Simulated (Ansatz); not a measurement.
Values for one crystal, relaxed and computed with the program Ansatz at the HSE06 level (PAW); other levels are named.

- Volume per atom: 34.59 Å³
- Band gap: 5.73 eV (smallest direct gap 5.73 eV)
- Valence-band maximum: at Γ
- Conduction-band minimum: at X (3 equivalent valleys)

Question: Which compound is it?
A) K2PtCl4, P4/mmm (K on 2e, Pt on 1a, Cl on 4j)
B) K2LiScF6, Fm-3m (K on 8c, Li on 4b, Sc on 4a, F on 24e)
C) RbCrF6, R-3 (Rb on 3a, Cr on 3b, F on 18f)
D) Rb3ScCl6, Fm-3m (Rb on 8c, Rb on 4b, Sc on 4a, Cl on 24e)

Answer: D, Rb3ScCl6, Fm-3m (Rb on 8c, Rb on 4b, Sc on 4a, Cl on 24e)

The first step of the workflow began from a Materials Project structure, measured or hypothetical; the Crystallography Open Database files this formula in space group No. 225, but the cells were not matched. Whether it is the stable phase at ambient conditions was not checked. The cell was relaxed with HSE06 under the symmetry of its start; whether a distortion lowers the energy is not shown. No spin polarisation was allowed. The hybrid was solved on a coarse mesh, the path and, where they were found, the r²SCAN edge points; its band edges are the extreme levels among these. Spin–orbit coupling is left out wherever it is not named.

Potentials: the later of the program's two PAW sets.
